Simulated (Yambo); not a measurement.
Yambo run on BaCNSCl (space group P2_1/m, No. 11). The wavefunctions are PBEsol (Quantum ESPRESSO, PseudoDojo norm-conserving, 84 Ry, without SOC) ones on a 2×2×1 mesh (32 occupied bands); a = 5.9131 Å, b = 4.6898 Å, c = 8.9050 Å, α = 90.00°, β = 98.71°, γ = 90.00°.

Yambo input:

```
rim_cut
gw0
dyson
el_el_corr
HF_and_locXC
ppa
em1d
RandQpts= 1000000
RandGvec= 1 Ry
EXXRLvcs= 84 Ry
VXCRLvcs= 336 Ry
Chimod= "HARTREE"
% BndsRnXp
 1 | 342 |
%
NGsBlkXp= 7 Ry
% LongDrXp
 1.0 | 1.0 | 1.0 |
%
PPAPntXp= 27.2114 eV
% GbndRnge
 1 | 218 |
%
GTermKind= "BG"
DysSolver= "n"
ExtendOut
% QPkrange
 3 | 3 | 32 | 33 |
%
```

k points by index: 3 = (-0.5, 0, 0).

Table of the .qp output:

```
#    K-point    Band    Eo [eV]    E [eV]    E-Eo [eV]    Vxc [eV]    Vnlxc [eV]    Sc|Eo [eV]    Sc|E [eV]    dSc/dw|Eo [eV]    Re(Z)    Im(Z)
#
    3    32    0.000000    -1.190994    -1.190994    -13.67862    -16.67312    1.519425    1.803504    -6.490080    0.807423    -0.001199
    3    33    4.153823    5.336717    1.182894    -10.83970    -6.114310    -3.305569    -3.542493    -5.449743    0.833141    -0.001142
```
(The two width columns are left out.) Convergence of these settings isn't established.

Geometry of the Materials Project entry, not relaxed at this level.
